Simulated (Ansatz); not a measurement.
## Run times of several calculations on AlN

Cell: 4 atoms, space group P6_3mc, a = 3.113 Å, b = 3.113 Å, c = 4.981 Å, α = 90.00°, β = 90.00°, γ = 120.00°.

All runs are DFT with Ansatz 0.2.0 on 1 thread of Arm Neoverse V2 (aarch64; 8 cores open to the job, memory cap 2.5 GiB, no GPU), a shared host.

Q: Rank the runs by wall time, shortest first.
A. dielectric tensor by linear response, PBE, 420 eV, 10×10×6 k-points, fixed occupations
B. core holes on 2 sites, PBE, 420 eV, 4×4×2 k-points, fixed occupations, 32 atoms
C. relaxation of the ions, PBE, 420 eV, 10×10×6 k-points, smearing 0.02 eV

A: C (9.8 s, 0.35 GiB), A (34 s, 0.51 GiB), B (65 s, 0.62 GiB).
